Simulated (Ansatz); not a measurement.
# MgCr₄FeO₈ — ⁵⁷Fe Mössbauer parameters

Cell: a Materials Project structure (computed, not necessarily an observed phase), taken as it stands.

```
Mg Cr Fe O
1.0
     0.00000    4.25812    4.25812
     4.25812    0.00000    4.25812
     4.25812    4.25812    0.00000
Mg Cr Fe O
1 4 1 8
Direct
  0.00000 0.00000 0.00000
  0.62519 0.62519 0.62519
  0.62519 0.62519 0.12444
  0.62519 0.12444 0.62519
  0.12444 0.62519 0.62519
  0.25000 0.25000 0.25000
  0.86380 0.86380 0.86380
  0.86380 0.86380 0.40860
  0.86380 0.40860 0.86380
  0.40860 0.86380 0.86380
  0.38707 0.38707 0.38707
  0.38707 0.38707 0.83879
  0.38707 0.83879 0.38707
  0.83879 0.38707 0.38707
```

Atom numbers follow the list; atoms alike are taken as one site, whose name carries the number of the first.

Level of theory: DFT, PBE+U (U = 3.0 eV on Fe d, U = 4.5 eV on Cr d), plane waves and PAW, scalar-relativistic, collinear spin, 420 eV cutoff, Γ-centred 7×7×7 k-points, Fermi–Dirac smearing 0.05 eV (Ansatz 0.2.0). Start moments as typed (μB): 0 -3 -3 3 3 4 0 0 0 0 0 0 0 0 by atom.

Isomer shifts (against α-Fe) follow from the electron density at the nucleus, δ = α(ρ − ρ₀), with α = -0.366 mm s⁻¹ a₀³ and ρ₀ = 14904.00 a₀⁻³ from a line fitted to 10 measured compounds at this level of theory (rms miss 0.11 mm/s). ΔE_Q = ½eQV_zz(1 + η²/3)^½ with Q = 0.160 b for the 14.4 keV state. B_c is the Fermi-contact field along the atom's own moment; orbital and dipolar fields are not included.

Question: Give the isomer shift and quadrupole splitting and contact field of each Fe site.

Answer: 

```csv
site,atoms,first shell,ρ − ρ₀ (a₀⁻³),δ (mm/s),ΔE_Q (mm/s),η,|m| (μB),B_c (T)
Fe,6,4 O at 2.02 Å,-2.59,0.95,-3.48,0.29,3.29,-24.5
```

The shift of Fe is typical of high-spin Fe(II).

Runs of this kind can end above the lowest electronic state. The electronic state that the run reached has lower symmetry than the atoms (orbital or charge order), so like atoms can differ and cubic sites can carry a gradient. With these PAW files V_zz is typically within 2 to 3 % of all-electron values, but misses above 10 % occur on Fe. The magnetic order is the one that the run reached from its start moments, not necessarily the measured one; the program found signs of a lower order. Semilocal functionals underestimate the core's spin polarisation, so contact fields of ionic iron come out too small in magnitude.
